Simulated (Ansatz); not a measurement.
AgCl (rock salt, space group No. 225) at seven volumes, PBEsol in the plane-wave PAW code Ansatz, scaled uniformly. One row is withheld.

| V (Å³/atom) | P (GPa) |
|---|---|
| 18.388 | 6.85 |
| 18.994 | ? |
| 19.600 | 1.87 |
| 20.206 | 0.00 |
| 20.812 | -1.54 |
| 21.418 | -2.82 |
| 22.025 | -3.88 |

**Question.** Fit the shown pressures and predict the withheld one.

**Answer.** P = (3/2)B₀(x^(7/2) − x^(5/2))[1 + (3/4)(B′ − 4)(x − 1)] with x = (V₀/V)^(2/3). Least squares on the six rows gives V₀ = 20.207 Å³/atom, B₀ = 56.5 GPa, B′ = 5.30. At V = 18.994, x = 1.0421 and P = 4.12 GPa. The run itself gave 4.13 GPa.

Space group Fm-3m (rock salt). The cell was relaxed with PBEsol under the symmetry of its start. No spin polarisation was allowed.

Potentials: the later of the program's two PAW sets.
